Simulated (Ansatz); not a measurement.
LaGe3Ru:
```
CELL_PARAMETERS angstrom
     -2.21744     2.21744     5.07069
      2.21744    -2.21744     5.07069
      2.21744     2.21744    -5.07069
ATOMIC_POSITIONS crystal
  La 0.99858 0.99858 0.00000
  Ge 0.42515 0.42515 0.00000
  Ge 0.25910 0.75910 0.50000
  Ge 0.75910 0.25910 0.50000
  Ru 0.65907 0.65907 0.00000
```

Relaxed with r²SCAN. Special points in fractions of this cell's reciprocal vectors: Γ (0.000, 0.000, 0.000); X (0.000, 0.000, 0.500); P (0.250, 0.250, 0.250); N (0.000, 0.500, 0.000); M (0.500, 0.500, -0.500); S (0.298, 0.702, -0.298); S0 (-0.298, 0.298, 0.298); R (-0.096, 0.096, 0.500); G (0.500, 0.500, -0.096).

Question: List the band energies nearest the Fermi level at these points for r²SCAN in the plane-wave PAW code Ansatz.

Answer: In eV from the Fermi level; about four levels below and three above (degenerate sets whole), none deeper than 8.9 eV; points with the same levels are listed once.

```json
[
 {"k": "Γ", "below": "-1.86 -1.78 -0.75 -0.75", "above": "0.31 0.31 1.94"},
 {"k": "X", "below": "-2.15 -2.02 -1.04 -0.87", "above": "2.16 2.23 2.41"},
 {"k": "P", "below": "-1.86 -1.56 -1.56 -0.97", "above": "1.90 2.29 2.29"},
 {"k": "N", "below": "-2.38 -1.78 -1.52 -0.89", "above": "0.03 0.88 1.89"},
 {"k": "M", "below": "-1.94 -1.94 -1.81 -1.59", "above": "0.33 1.26 1.26"},
 {"k": "S", "below": "-2.60 -1.88 -1.61 -0.86", "above": "0.38 1.42 2.10"},
 {"k": "R", "below": "-1.92 -1.70 -0.98 -0.66", "above": "2.06 2.21 2.36"}
]
```

Space group I4mm. The workflow started from a Materials Project entry (that database holds measured and hypothetical structures alike); the Crystallography Open Database copy checked does not list it. Whether it is the stable phase at ambient conditions was not checked. The r²SCAN relaxation kept the symmetry of its start; its stability against distortions is not shown here. The run is not spin-polarised. Spin–orbit coupling is left out wherever it is not named.

Potentials: the later of the program's two PAW sets.
